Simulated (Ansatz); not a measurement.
ZrTiO4:
Space group P1 (No. 1); a = 4.9060 Å, b = 5.3531 Å, c = 9.9618 Å, α = 95.16°, β = 92.31°, γ = 91.25°

```
atom  site  symmetry       x       y       z
----  ----  --------  ------  ------  ------
Zr      1a         1  0.0422  0.7284  0.8934
Zr      1a         1  0.9638  0.2877  0.1100
Zr      1a         1  0.0205  0.7098  0.3919
Zr      1a         1  0.4522  0.2125  0.3963
Ti      1a         1  0.9934  0.3003  0.6276
Ti      1a         1  0.4913  0.1890  0.8697
Ti      1a         1  0.5145  0.8273  0.1334
Ti      1a         1  0.5433  0.7857  0.6247
O       1a         1  0.2508  0.5861  0.0448
O       1a         1  0.2909  0.5372  0.5361
O       1a         1  0.1943  0.4010  0.2828
O       1a         1  0.2315  0.3755  0.7866
O       1a         1  0.3317  0.8731  0.7751
O       1a         1  0.2557  0.9051  0.2698
O       1a         1  0.1940  0.0395  0.5305
O       1a         1  0.2557  0.0699  0.0068
O       1a         1  0.6754  0.8873  0.4641
O       1a         1  0.7440  0.9463  0.9854
O       1a         1  0.7257  0.1237  0.7103
O       1a         1  0.6828  0.1334  0.2251
O       1a         1  0.7626  0.6298  0.2099
O       1a         1  0.8032  0.3974  0.4724
O       1a         1  0.7585  0.4242  0.9467
O       1a         1  0.8221  0.6294  0.7066
```

Relaxed with PBEsol.

### Question
Which orbitals make up the states near the band edges in plane-wave PAW PBEsol (Ansatz code)?

### Answer
Top 1 eV of the valence band: O 2p 92 %. Bottom 1 eV of the conduction band: Ti 3d 79 %, O 2p 11 %, Zr 4d 7 %. Projections are on Löwdin-orthogonalised atomic valence shells; empty p or d shells of many metals are not among them.

### Question
Tabulate the density of states.

### Answer
States/eV per cell of 24 atoms, in 0.25 eV bins, energy from the valence-band maximum.

```csv
E (eV),total,O 2p,Ti 3d,Zr 4d
-5.35,0.00,0.00,0.00,0.00
-5.10,1.38,0.93,0.14,0.20
-4.85,8.58,5.83,0.95,1.21
-4.60,18.92,13.01,2.35,2.52
-4.35,26.94,18.65,3.50,3.69
-4.10,22.44,15.73,3.10,2.76
-3.85,20.96,15.08,2.56,2.30
-3.60,19.82,14.51,2.32,2.07
-3.35,17.14,12.82,1.96,1.57
-3.10,16.02,12.22,1.74,1.27
-2.85,16.81,12.99,1.72,1.28
-2.60,17.59,13.80,1.69,1.26
-2.35,19.75,15.75,1.77,1.34
-2.10,20.46,16.76,1.55,1.27
-1.85,20.77,17.33,1.40,1.22
-1.60,22.56,19.25,1.31,1.19
-1.35,24.70,21.58,1.27,1.04
-1.10,21.40,19.00,0.90,0.83
-0.85,21.30,19.25,0.80,0.67
-0.60,20.25,18.55,0.66,0.58
-0.35,20.51,19.07,0.58,0.48
-0.10,5.71,5.42,0.09,0.10
0.15,0.00,0.00,0.00,0.00
0.40,0.00,0.00,0.00,0.00
0.65,0.00,0.00,0.00,0.00
0.90,0.00,0.00,0.00,0.00
1.15,0.00,0.00,0.00,0.00
1.40,0.00,0.00,0.00,0.00
1.65,0.00,0.00,0.00,0.00
1.90,0.00,0.00,0.00,0.00
2.15,0.00,0.00,0.00,0.00
2.40,0.00,0.00,0.00,0.00
2.65,0.00,0.00,0.00,0.00
2.90,9.49,0.75,8.10,0.45
3.15,15.07,1.42,12.28,0.98
3.40,18.29,2.01,14.37,1.35
3.65,20.80,2.88,15.68,1.58
3.90,18.94,3.03,13.27,2.00
4.15,13.31,2.61,8.89,1.28
4.40,0.11,0.02,0.07,0.01
4.65,10.18,1.13,2.25,6.15
4.90,16.75,2.13,4.71,8.60
5.15,16.48,2.35,4.34,8.50
5.40,16.35,2.65,3.97,8.51
5.65,16.54,2.82,4.35,7.95
5.90,13.92,2.56,4.43,5.60
6.15,12.53,2.58,4.93,3.84
6.40,15.63,3.53,6.00,4.75
6.65,13.37,3.18,4.33,4.79
6.90,12.43,3.00,2.72,5.75
7.15,12.77,3.11,2.23,6.38
7.40,3.64,0.84,0.45,1.79
7.65,9.48,1.90,0.60,5.53
```

The first step of the workflow began from a Materials Project structure, measured or hypothetical; the Crystallography Open Database copy checked does not list it. Entries of such low symmetry are often ordered models of mixed-site phases. Its standing as an ambient phase is unchecked. The cell was relaxed with PBEsol; its stability against distortions is not shown here. The run is not spin-polarised. Spin–orbit coupling is left out wherever it is not named.

Potentials: the later of the program's two PAW sets.
